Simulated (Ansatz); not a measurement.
Nb₂PC in space group P6_3/mmc (No. 194; Nb on 4f, P on 2d, C on 2a) under volume change, plane-wave PAW r²SCAN (Ansatz code), shape and atoms relaxed at each volume.

```
V (Å³/atom)  E − E(relaxed) (meV/atom)  P (GPa)
-----------  -------------------------  -------
12.428                            93.5    26.49
12.838                               ?        ?
13.247                             9.3     7.46
13.657                             0.0     0.00
14.067                             8.4    -6.41
14.477                               ?        ?
14.886                            68.4   -16.51
```

Q: What belongs in the gaps?

A: 
- 12.838, E − E(relaxed) (meV/atom): 39.2
- 12.838, P (GPa): 16.21
- 14.477, E − E(relaxed) (meV/atom): 32.0
- 14.477, P (GPa): -11.87

Q: What does a third-order Birch–Murnaghan fit give for V₀, B₀ and B′?

A: V₀ = 13.66 Å³/atom, B₀ = 230 GPa, B′ = 4.2.

The first step of the workflow began from a Materials Project structure, measured or hypothetical; the Crystallography Open Database copy checked does not list it. Its standing as an ambient phase is unchecked. Symmetry was held in the r²SCAN relaxation; its stability against distortions is not shown here. No spin polarisation was allowed. Scalar-relativistic: spin–orbit coupling is off unless named, which matters more the heavier the elements.

Potentials: the later of the program's two PAW sets.
